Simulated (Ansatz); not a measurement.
A relaxed cell of Sn3Te is given with its symmetry left out. It was relaxed at this level from a Materials Project cell.

The calculation used Ansatz, DFT PBE, scalar-relativistic, plane waves, PAW. Cutoff 420 eV, Γ-centred mesh, Gaussian smearing, no spin polarisation.

```
Sn Te
1.0
     4.87778    0.00000    0.00000
     0.00000    4.87778    0.00000
     0.00000    0.00000    4.87778
Sn Te
3 1
Cartesian
  2.4389 2.4389 0.0000
  2.4389 0.0000 2.4389
  0.0000 2.4389 2.4389
  0.0000 0.0000 0.0000
```

The zero of energy is the elements' standard structures at the same level; no fitted shifts are applied. The references include grey tin.

(1) Find its symmetry and describe it.

(2) How far does it lie from the elements in energy?

(3) Is it a metal?

## Answers

(1) Pm-3m (No. 221), the Cu3Au (L1_2) type. Conventional cell: a = 4.878 Å. Around Sn lie 4 Te at 3.45 Å and 8 Sn at 3.45 Å; around Te lie 12 Sn at 3.45 Å.

(2) +0.08 eV/atom. It can't be a ground state, since the elements alone are lower.

(3) Yes, bands cross the Fermi level on the 10×10×10 mesh.

The last run used a 10×10×10 mesh for its 4-atom cell and Gaussian smearing of 0.10 eV. Spin–orbit coupling, which can matter for Te, is left out. The reference form of Te is held partly by dispersion forces, which this level lacks. A structure relaxed within its symmetry needn't be a true minimum. Another cell of Sn3Te relaxed alike, in Im-3m, lies 160 meV/atom lower, so this cell isn't the stable form at this level.
